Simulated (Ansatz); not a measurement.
CdO (rock salt, Fm-3m) at seven volumes, PBE (plane waves, PAW; program Ansatz), scaled uniformly. One row is withheld.

```csv
V (Å³/atom),P (GPa)
12.332,14.86
12.738,?
13.145,4.12
13.551,0.00
13.958,-3.46
14.365,-6.37
14.771,-8.81
```

Fit the shown pressures and predict the withheld one.

Third-order Birch–Murnaghan: P = (3/2)B₀(x^(7/2) − x^(5/2))[1 + (3/4)(B′ − 4)(x − 1)] with x = (V₀/V)^(2/3). Least squares on the six rows gives V₀ = 13.551 Å³/atom, B₀ = 125.6 GPa, B′ = 4.79. At V = 12.738, x = 1.0421 and P = 9.01 GPa. The run itself gave 9.02 GPa.

The PBE relaxation kept the symmetry of its start.

Potentials: the earlier of the program's two PAW sets.
